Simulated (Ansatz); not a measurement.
TiPd3:
```
TiPd3
1.0
    3.86731     0.00000     0.00000
    0.00000     3.86731     0.00000
    0.00000     0.00000     3.86731
Ti Pd
1 3
Cartesian
  0.00000   0.00000   0.00000
  0.00000   1.93366   1.93366
  1.93366   0.00000   1.93366
  1.93366   1.93366   0.00000
```

Relaxed with PBEsol. Special points in fractions of this cell's reciprocal vectors: Γ (0.000, 0.000, 0.000); X (0.000, 0.500, 0.000); M (0.500, 0.500, 0.000); R (0.500, 0.500, 0.500).

### Question
List the band energies nearest the Fermi level at these points for PBEsol in the plane-wave PAW code Ansatz.

### Answer
In eV from the Fermi level; about four levels below and three above (degenerate sets whole), none deeper than 8.9 eV; points with the same levels are listed once.

| k | below | above |
|---|---|---|
| Γ | -1.14 -0.64 -0.64 -0.64 | 1.13 1.13 1.78 1.78 1.78 |
| X | -1.67 -0.64 -0.16 -0.16 | 0.53 0.57 1.72 |
| M | -2.94 -2.94 -2.46 -2.29 -2.22 | 0.20 0.20 0.45 |
| R | -1.03 -1.03 -1.03 -0.07 -0.07 -0.07 | 0.00 0.93 0.93 0.93 |

Space group Pm-3m (Cu3Au type). The workflow started from an entry of the Crystallography Open Database (COD). Its standing as an ambient phase is unchecked. Symmetry was held in the PBEsol relaxation; of distortions, only those at the zone centre were tested. No spin polarisation was allowed. Spin–orbit coupling is left out wherever it is not named.

Potentials: the later of the program's two PAW sets.
